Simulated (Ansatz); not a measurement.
Input:

CoSi2:
```cif
data_Co4Si8
_chemical_formula_sum 'Co4 Si8'
_space_group_name_H-M_alt 'Fm-3m'
_space_group_IT_number 225
_space_group_name_Hall '-F 4 2 3'
_cell_length_a 5.35973
_cell_length_b 5.35973
_cell_length_c 5.35973
_cell_angle_alpha 90.000
_cell_angle_beta 90.000
_cell_angle_gamma 90.000
loop_
_atom_site_label
_atom_site_type_symbol
_atom_site_symmetry_multiplicity
_atom_site_Wyckoff_symbol
_atom_site_fract_x
_atom_site_fract_y
_atom_site_fract_z
_atom_site_occupancy
Co1 Co 4 a 0.00000 0.00000 0.00000 1
Si1 Si 8 c 0.25000 0.25000 0.25000 1
```
(The calculation used a cell of 3 atoms; values per cell refer to that cell.)

This is the PBE-relaxed structure.

All from PBE in the plane-wave PAW code Ansatz, unless another level is named. Give the electronic character.

metallic (no gap).

And the formation energy from the elements (no fitted shifts)?

-0.47 eV/atom.

Next, the density of states at the Fermi level?

0.35 states/eV per atom (mean over ±0.08 eV).

The cell was relaxed with PBE under the symmetry of its start; phonons on a q-mesh show no instability. No spin polarisation was allowed. The references are the lowest solids computed at this level, not always the standard phases.

Potentials: the later of the program's two PAW sets.
